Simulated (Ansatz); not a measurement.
CuI:
Space group P-3m1 (No. 164); a = b = 4.109 Å, c = 7.264 Å, α = β = 90.00°, γ = 120.00°

```tsv
atom	site	symmetry	x	y	z
Cu	2d	3m.	0.3333	0.6667	0.4073
I	2d	3m.	0.6667	0.3333	0.2379
```

This is the r²SCAN+D4-relaxed structure.

Task: All from r²SCAN+D4 (plane waves, PAW; program Ansatz), unless another level is named. Estimate the hole effective mass with spin–orbit coupling.

Result: 0.42, 0.42, 2.8 mₑ (principal values).

Task: Next, the formation energy from the elements (no fitted shifts)?

Result: -0.17 eV/atom.

Task: Predict the gap with spin–orbit coupling.

Result: 1.91 eV.

Task: And the valence-band maximum?

Result: at Γ.

The workflow started from a Materials Project entry (that database holds measured and hypothetical structures alike); the Crystallography Open Database copy checked does not list it. It is not the phase usual at ambient conditions (space group No. 216). The r²SCAN+D4 relaxation kept the symmetry of its start; its stability against distortions is not shown here. No spin polarisation was allowed. The references are the lowest solids computed at this level, not always the standard phases. Spin–orbit coupling is left out wherever it is not named.

Potentials: the later of the program's two PAW sets.
